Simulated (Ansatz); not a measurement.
Level of theory: DFT PBE, scalar-relativistic, plane waves, PAW (Ansatz). Settings: cutoff 420 eV, Γ-centred meshes spaced at most about 0.3 Å⁻¹, and about 0.25 Å⁻¹ or finer for metals (2π included), Gaussian smearing. No spin polarisation in the final relaxations.

Temperature and zero-point effects are left out.

Two relaxed structures of Sr₃Bi:

A.

```
CELL_PARAMETERS angstrom
3.87288 2.23601 4.16270
-3.87288 2.23601 4.16270
0.00000 -4.47201 4.16270
ATOMIC_POSITIONS crystal
Sr 0.50000 0.18010 0.81990
Sr 0.81990 0.50000 0.18010
Sr 0.18010 0.81990 0.50000
Bi 0.00000 0.00000 0.00000
```

B.

```
CELL_PARAMETERS angstrom
3.92012 0.00000 0.00000
0.00000 4.58139 0.00000
0.00000 0.00000 11.83455
ATOMIC_POSITIONS crystal
Sr 0.00000 0.50000 0.19739
Sr 0.00000 0.00000 0.50000
Sr 0.00000 0.50000 0.80261
Bi 0.00000 0.00000 0.00000
```

Question: Which is lower in energy, and by how much?

Answer: A is lower, by 234 meV/atom. A has space group R32 (No. 155), 54.1 Å³/atom and no gap on its mesh; B has space group Pmmm (No. 47), 53.1 Å³/atom and no gap. Counting all near atoms (those within 1.25 times the shortest distance at each site; a plus sign parts nearer from farther groups; a slash parts the counts of unlike sites), A has Sr 2+2, Bi 6 and B has Sr 2+2/8, Bi 4+2. In A, Sr is surrounded by 2 Bi at 3.36 Å and 4 Sr at 4.17–4.29 Å; Bi is surrounded by 6 Sr at 3.36 Å. In B, Sr on a site of symmetry mm2 is surrounded by 2 Bi at 3.27 Å, 2 Sr at 3.92 Å and 2 Sr at 4.25 Å; Sr on a site of symmetry mmm has 2 Sr at 3.92 Å, 4 Sr at 4.25 Å and 2 Sr at 4.58 Å; Bi has 4 Sr at 3.27 Å. Both come from invented guesses. A third cell relaxed alike, in P-6m2, lies 29 meV/atom below the lower of the two.

These runs have no spin–orbit coupling, which can matter for Bi. A magnetic state wasn't ruled out in cells without spin, among them R32. Cells relaxed within their symmetry can be saddle points.
